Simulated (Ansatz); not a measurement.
Relaxed-ion elastic tensor of C in space group Fd-3m (No. 227; C on 32e) in GPa (Voigt order), plane-wave PAW PBEsol (Ansatz code); density 1.52 g/cm³, 13.13 Å³ per atom.

```json
[
 {"": "1", "1": "198", "2": "146", "3": "146", "4": "0.0", "5": "0.0", "6": "0.0"},
 {"": "2", "1": "146", "2": "198", "3": "146", "4": "0.0", "5": "0.0", "6": "0.0"},
 {"": "3", "1": "146", "2": "146", "3": "198", "4": "0.0", "5": "0.0", "6": "0.0"},
 {"": "4", "1": "0.0", "2": "0.0", "3": "0.0", "4": "69.5", "5": "0.0", "6": "0.0"},
 {"": "5", "1": "0.0", "2": "0.0", "3": "0.0", "4": "0.0", "5": "69.5", "6": "0.0"},
 {"": "6", "1": "0.0", "2": "0.0", "3": "0.0", "4": "0.0", "5": "0.0", "6": "69.5"}
]
```

Question: Is the crystal mechanically stable?

Answer: Yes: the smallest eigenvalue of C is 52.0 GPa.

Question: Work out the Voigt, Reuss and Hill averages.

Answer: K_V = 164, K_R = 164, K_H = 164; G_V = 52.1, G_R = 41.6, G_H = 46.9 GPa.

Question: Give Young's modulus, Poisson's ratio, Pugh's ratio and the universal anisotropy index.

Answer: E = 9KG/(3K + G) = 128 GPa; ν = 0.37; K/G = 3.49 (ductile by the Pugh limit of 1.75); A_U = 5G_V/G_R + K_V/K_R − 6 = 1.26.

Question: Estimate the sound speeds and the Debye temperature.

Answer: v_l = √((K + 4G/3)/ρ) = 12200 m/s, v_t = √(G/ρ) = 5550 m/s, mean 6260 m/s; Θ = (h/k)(3n/4πV)^(1/3) v_m = 790 K.

Question: Give the Zener ratio and Young's modulus along [100], [110] and [111].

Answer: A = 2C44/(C11 − C12) = 2.67; 1/E = S11 − 2(S11 − S12 − S44/2)Γ with Γ = 0, 1/4, 1/3 gives 74.1, 134, 183 GPa.

Question: Solve the Christoffel equation for the three sound speeds along [100], [110], [111].

Answer: Eigenvalues of C_ijkl n_j n_l equal ρv². In km/s, slowest first: [100] 6.76, 6.76, 11.43; [110] 4.14, 6.76, 12.62; [111] 5.16, 5.16, 12.99.

The start of the workflow was typed in or built on a structure type. Its sites differ from those of the usual phase in this space group: another stacking or structure type. The PBEsol relaxation kept the symmetry of its start; whether a distortion lowers the energy is not shown.

Potentials: the earlier of the program's two PAW sets. The files were generated under PBE; for other functionals the program regenerates the frozen cores, and for LDA and PBEsol the local potential too.
